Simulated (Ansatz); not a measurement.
Consider the following.

Hf₂Cd:
```
Hf2Cd
1.0
   -1.53351     1.53351     6.88645
    1.53351    -1.53351     6.88645
    1.53351     1.53351    -6.88645
Hf Cd
2 1
Direct
  0.67193   0.67193   0.00000
  0.32807   0.32807   0.00000
  0.00000   0.00000   0.00000
```

This is the r²SCAN-relaxed structure.

Task: All from the program Ansatz at the r²SCAN level (PAW), unless another level is named. Give the density of states at the Fermi level.

Result: 0.56 states/eV per atom (mean over ±0.08 eV).

Task: Give the formation energy from the elements (no fitted shifts).

Result: -0.093 eV/atom.

Space group I4/mmm (MoSi2 or CaC2 type). The workflow started from a Materials Project entry (that database holds measured and hypothetical structures alike); the Crystallography Open Database copy checked does not list it. With Hf and Cd taken as one species the cell has the higher symmetry Fm-3m, so it may be an ordered model of a mixed-site phase. Its standing as an ambient phase is unchecked. The r²SCAN relaxation kept the symmetry of its start; whether a distortion lowers the energy is not shown. The run is not spin-polarised. The references are the lowest solids computed at this level, not always the standard phases. Spin–orbit coupling is left out wherever it is not named.

Potentials: the later of the program's two PAW sets.
